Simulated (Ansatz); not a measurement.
Consider the following.

RbLaTa2O7:
```xyz
11
Lattice="3.8324 0.0000 0.0000 0.0000 3.8324 0.0000 0.0000 0.0000 10.9974" Properties=species:S:1:pos:R:3 pbc="T T T"
Rb     1.9162     1.9162     5.4987
La     1.9162     1.9162     0.0000
Ta     0.0000     0.0000     2.2509
Ta     0.0000     0.0000     8.7465
O      0.0000     0.0000     0.0000
O      0.0000     1.9162     1.8123
O      0.0000     1.9162     9.1851
O      1.9162     0.0000     1.8123
O      1.9162     0.0000     9.1851
O      0.0000     0.0000     4.0319
O      0.0000     0.0000     6.9655
```

This is the LDA-relaxed structure. Tensor components refer to the Cartesian frame of this cell.

Problem. All from plane-wave PAW LDA (Ansatz code), unless another level is named. Predict the bulk modulus (Birch–Murnaghan fit).

Solution. 90.0 GPa.

Problem. Next, the elastic constants (relaxed ions, GPa)?

Solution. C11 = 272, C12 = 9.3, C13 = 50.6, C33 = 116, C44 = -3.8, C66 = 62.3.

Problem. And the highest zone-centre frequency (without LO–TO term)?

Solution. 923 cm⁻¹.

Space group P4/mmm. The workflow started from a Materials Project entry (that database holds measured and hypothetical structures alike); the Crystallography Open Database copy checked does not list it. Whether it is the stable phase at ambient conditions was not checked. The LDA relaxation kept the symmetry of its start. At this level the phase is dynamically unstable (imaginary phonons). No spin polarisation was allowed. Spin–orbit coupling is left out wherever it is not named.

Potentials: the later of the program's two PAW sets.
